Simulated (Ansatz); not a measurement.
The relaxed structure here is a generated cell of TaSi2: the first start was made by placing the elements on the sites of a structure type, and the end was not matched to a known phase here, so it may be hypothetical. Known forms of TaSi2 include space group No. 181.

A relaxed cell of TaSi₂ (Fm-3m (No. 225)), relaxed on a k-mesh at least as fine as the one used below. Calculation: r2SCAN (plane waves to 500 eV, PAW, scalar-relativistic; Ansatz, a first-principles code). Γ-centred k-mesh 9×9×9 on the run's cell (coarser than for final values), Fermi–Dirac smearing 0.05 eV.

```yaml
crystal:
  lattice:
    - [0.00000, 6.02844, 6.02844]
    - [3.01422, 0.00000, 3.01422]
    - [3.01422, 3.01422, 0.00000]
  atoms:
    - { symbol: Ta, position: [0.00000, 0.00000, 0.00000] }
    - { symbol: Ta, position: [0.50000, 0.00000, 0.00000] }
    - { symbol: Si, position: [0.12500, 0.25000, 0.25000] }
    - { symbol: Si, position: [0.62500, 0.25000, 0.25000] }
    - { symbol: Si, position: [0.37500, 0.75000, 0.75000] }
    - { symbol: Si, position: [0.87500, 0.75000, 0.75000] }
```

The atoms are displaced along an unstable phonon of this cell by (Å):

| atom | ux | uy | uz |
|---|---|---|---|
| Ta1 | -0.059 | 0.059 | 0.059 |
| Ta2 | 0.059 | -0.059 | -0.059 |
| Si3 | 0.087 | -0.087 | -0.087 |
| Si4 | -0.087 | 0.087 | 0.087 |
| Si5 | -0.087 | 0.087 | 0.087 |
| Si6 | 0.087 | -0.087 | -0.087 |

Problem. What forces (eV/Å) and pressure result?

Solution. 
| atom | Fx | Fy | Fz |
|---|---|---|---|
| Ta1 | -0.63 | 0.63 | 0.63 |
| Ta2 | 0.63 | -0.63 | -0.63 |
| Si3 | 0.22 | -0.22 | -0.22 |
| Si4 | -0.01 | 0.01 | 0.01 |
| Si5 | -0.22 | 0.22 | 0.22 |
| Si6 | 0.01 | -0.01 | -0.01 |

Pressure +0.5 GPa.

The undisplaced cell is probably no minimum: from this displacement the run went on to R-3m (No. 166), 0.30 eV/atom below it.

No spin polarisation in the result. The relaxed primitive cell holds an odd number of electrons. A magnetic state may lie lower.
